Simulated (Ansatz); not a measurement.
One crystal and one scan (frozen-phonon scan) at two levels, PBE (plane waves to 420 eV, PAW, scalar-relativistic; Ansatz, an electronic-structure program) and LDA (plane waves to 420 eV, PAW, scalar-relativistic; Ansatz), each from its own relaxed cell and on its own mesh.

The crystal is Ga (space group Cmce); a phonon pattern at S = (0.5, 0.0, 0.0) is frozen into a 8-atom cell, Q being the largest atomic displacement.

Ga was relaxed with its symmetry unable to fall. With partly filled bands, energies and forces of such displacements shift with the k mesh and the smearing.

| quantity | run 1 | run 2 |
|---|---|---|
| Lattice constant a (Å) | 4.426 | 4.575 |
| Lattice constant b (Å) | 7.485 | 7.740 |
| Lattice constant c (Å) | 4.435 | 4.588 |
| Relaxed volume (Å³/atom) | 18.37 | 20.30 |
| Harmonic wavenumber from the curvature (finite differences) (cm⁻¹ (negative: imaginary)) | 150 | 133 |

Question: Which run is which level?

Answer: Run 2 is PBE, run 1 is LDA. PBE gives the higher value for: lattice constant a; lattice constant b; lattice constant c; relaxed volume. PBE gives the lower value for: harmonic wavenumber from the curvature. Both give the same shape of the curve: a single well with its minimum at or next to zero displacement.

(For displaced atoms, the force is minus the slope of the energy, and its curvature is a force constant, which sets phonon frequencies.)
